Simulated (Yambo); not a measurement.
Yambo run on Rb$_{2}$NaAlF$_{6}$ (space group Fm-3m, No. 225). The wavefunctions come from this Quantum ESPRESSO step (LDA, PseudoDojo standard norm-conserving files, scalar-relativistic):

```
&CONTROL
  calculation = 'nscf'
  pseudo_dir = './pseudo'
  outdir = './out'
/
&SYSTEM
  ibrav = 0
  nat = 10
  ntyp = 4
  ecutwfc = 88.0
  ecutrho = 352.0
  occupations = 'fixed'
  force_symmorphic = .true.
  nbnd = 288
/
&ELECTRONS
  conv_thr = 1e-08
  diago_full_acc = .true.
  diago_thr_init = 1e-08
/
ATOMIC_SPECIES
F 18.9984 F.upf
Na 22.9898 Na.upf
Al 26.9815 Al.upf
Rb 85.4678 Rb.upf
CELL_PARAMETERS angstrom
  0.000000000000   4.224640000000   4.224640000000
  4.224640000000   0.000000000000   4.224640000000
  4.224640000000   4.224640000000   0.000000000000
ATOMIC_POSITIONS crystal
F   0.781100000000   0.218900000000   0.218900000000
F   0.218900000000   0.781100000000   0.781100000000
F   0.218900000000   0.781100000000   0.218900000000
F   0.781100000000   0.218900000000   0.781100000000
F   0.218900000000   0.218900000000   0.781100000000
F   0.781100000000   0.781100000000   0.218900000000
Na   0.500000000000   0.500000000000   0.500000000000
Al   0.000000000000   0.000000000000   0.000000000000
Rb   0.750000000000   0.750000000000   0.750000000000
Rb   0.250000000000   0.250000000000   0.250000000000
K_POINTS automatic
2 2 2 0 0 0
```

Yambo input:

```
rim_cut
gw0
dyson
el_el_corr
HF_and_locXC
ppa
em1d
RandQpts= 1000000
RandGvec= 1 Ry
EXXRLvcs= 88 Ry
VXCRLvcs= 352 Ry
Chimod= "HARTREE"
% BndsRnXp
 2 | 286 |
%
NGsBlkXp= 8 Ry
% LongDrXp
 1.0 | 1.0 | 1.0 |
%
PPAPntXp= 27.2114 eV
% GbndRnge
 1 | 286 |
%
GTermKind= "BG"
DysSolver= "n"
ExtendOut
% QPkrange
 1 | 1 | 36 | 37 |
 2 | 2 | 36 | 37 |
 3 | 3 | 36 | 37 |
%
```

k points by index: 1 = Γ, 2 = L, 3 = X.

The o-*.qp file then holds:

```
#    K-point    Band    Eo [eV]    E [eV]    E-Eo [eV]    Vxc [eV]    Vnlxc [eV]    Sc|Eo [eV]    Sc|E [eV]    dSc/dw|Eo [eV]    Re(Z)    Im(Z)
#
    1    36    0.000000    -2.635616    -2.635616    -22.52245    -30.46024    4.723980    5.302177    -5.969307    0.820096    -0.998890E-3
    1    37    6.448009    8.186225    1.738216    -10.17313    -5.252919    -2.978623    -3.181991    -3.183560    0.895260    -0.588184E-3
    2    36    -0.111626    -2.764461    -2.652835    -22.28777    -30.23032    4.708578    5.289722    -5.960793    0.820306    -0.001002
    2    37    8.511003    10.44026    1.929262    -11.10050    -6.063550    -2.870184    -3.107684    -3.349728    0.890392    -0.611540E-3
    3    36    -0.015001    -2.647405    -2.632404    -22.47605    -30.39846    4.713118    5.290009    -5.963089    0.820249    -0.997201E-3
    3    37    9.018991    10.93658    1.917591    -11.35965    -6.377477    -2.821001    -3.064582    -3.456411    0.887295    -0.635843E-3
```
(The two width columns are left out.) Convergence of these settings isn't established.

Geometry of the Materials Project entry, not relaxed at this level.

The structure is a Materials Project entry; no match was found in the copy of COD used, and its stability was not checked.
